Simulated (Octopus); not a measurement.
Mg₂Si (Fm-3m, No. 225):
```
Mg2Si
1.0
    0.00000     3.16982     3.16982
    3.16982     0.00000     3.16982
    3.16982     3.16982     0.00000
Mg Si
2 1
Direct
  0.25000   0.25000   0.25000
  0.75000   0.75000   0.75000
  0.00000   0.00000   0.00000
```
The cell is a database entry, not relaxed again.

Method: LDA in Octopus 16.4; grid spacing about 0.25 Å, Γ-centred 6×6×6 k-mesh, Fermi-Dirac smearing of 0.03 eV, no spin polarisation; Troullier-Martins for Si / valence-only HGH without core correction for Mg.

Problem. What band gap does LDA give on the standard high-symmetry path?

Solution. 0.18 eV, from Γ to X; smallest direct gap on the path 1.80 eV. A grid finer by a fifth moves the gap between mesh points by under 0.01 eV.
